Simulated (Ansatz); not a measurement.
## Hf3N2 (R-3m): electronic heat capacity and spin susceptibility from the density of states

The calculation used DFT PBEsol, scalar-relativistic, plane waves, PAW in Ansatz 0.2.0.

Settings: cutoff 420 eV, Γ-centred mesh 12×12×12 on the computed 5-atom cell, Gaussian smearing of 0.10 eV; no spin polarisation.

Relaxed cell: R-3m, a = 3.193 Å, b = 3.193 Å, c = 23.125 Å, α = 90.00°, β = 90.00°, γ = 120.00°, 5 atoms in the primitive cell. Whether it is the stable form of this composition wasn't checked.

The density of states at the Fermi level is 1.407 states/eV in the cell of 5 atoms (1 formula unit; both spins, tetrahedra on a 18×18×18 mesh).

**Question.** What Sommerfeld coefficient and Pauli susceptibility does this give?

**Answer.** Per formula unit N(E_F) = 1.407 states/eV. γ = (π²/3) k_B² N(E_F) N_A = 2.357 mJ/(mol K²) per state/eV, so γ = 3.3 mJ/(mol K²), a mole of formula units. χ_P = μ_B² N(E_F) N_A = 3.23×10⁻⁵ emu/mol per state/eV gives 4.5×10⁻⁵ emu/mol. This is the bare band result: a measured γ of the same phase is as a rule larger by a factor 1 + λ from phonons and spin fluctuations, the spin part of χ is larger by the Stoner factor, and a measured χ also holds orbital and core terms. N(E_F) at one energy is sensitive to the mesh where the density of states has sharp peaks.

Spin-orbit coupling is left out, which matters for the bands of heavy elements.